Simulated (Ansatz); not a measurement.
The elements of this relaxed trial crystal are hidden behind letters.

```
lattice vectors (Å)
  -3.8006    3.8006    3.8006
   3.8006   -3.8006    3.8006
   3.8006    3.8006   -3.8006
fractional positions
X 0.5000 0.5000 0.5000
X 0.0000 0.0000 0.5000
X 0.0000 0.5000 0.0000
X 0.5000 0.0000 0.0000
Z 0.0000 0.0000 0.0000
```

Computed with DFT PBE, scalar-relativistic, plane waves, PAW (Ansatz 0.2.0). Settings of the last relaxation (5-atom cell): 420 eV, 8×8×8 k points, Gaussian smearing of 0.10 eV, no spin polarisation.

| Quantity | Value |
| --- | --- |
| Space group | Im-3m (No. 229) |
| Conventional cell | a = 7.601 Å |
| Volume per atom | 43.92 Å³ |
| Density | 4.16 g/cm³ |
| Formation energy | +0.21 eV/atom |
| Gap on the 8×8×8 mesh of the 5-atom cell | 0 eV (a metal) |

Energies are uncorrected and count from the elements' standard states at the same level.

Problem. X is an s-block element of period 6 and Z is an s-block element of period 1. Which elements are they?

Solution. X = Ba, Z = H, so the formula is Ba4H. Density times volume gives a mean mass of 4.16 × 43.92/1.6605 = 110.0 u per atom, and this set has 110.1 u. Among the elements that the hints allow, only these give it. Ba is surrounded by 2 H at 3.29 Å and 6 Ba at 3.80 Å; around H lie 8 Ba at 3.29 Å.

The cell is a metal run without spin; a magnetic state may lie lower. A structure relaxed within its symmetry needn't be a true minimum.
